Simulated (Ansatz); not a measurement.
One geometry, generated Bi2Br built from the fluorite structure and then distorted, one atom being moved towards a neighbour, was computed with LDA (PW92) and PBE (all-electron, scalar-relativistic, Ansatz, no spin). 2×2×2 (half-step shift) k-points (coarse, not zone-converged), Fermi–Dirac occupations at kT = 0.15 eV. For a metal, stress, forces and moments on so few k-points can be far from the converged ones. On this fcc-type cell the shift lowers the mesh's symmetry.

```
Br Bi
1.0
    -3.75765    0.07371    3.74036
     0.12816    3.86524    3.94222
    -3.69683    3.60256    0.13453
Br Bi
1 2
Direct
  0.88860 0.31378 0.56495
  0.08935 0.67098 0.66665
  0.66155 0.15551 0.16349
```

That is 35.17 Å³ an atom; atoms are numbered as listed.

```json
{"run": "run 1", "pressure (GPa)": "1.51", "r.m.s. force (eV/Å)": "2.450", "force on Bi3 (eV/Å)": "-2.168 1.784 -1.125"}
{"run": "run 2", "pressure (GPa)": "4.93", "r.m.s. force (eV/Å)": "2.699", "force on Bi3 (eV/Å)": "-2.337 1.947 -1.328"}
```

**Question.** Match the runs to the functionals.

**Answer.** run 1 is LDA (PW92), run 2 is PBE. In rising pressure: LDA (PW92), PBE.
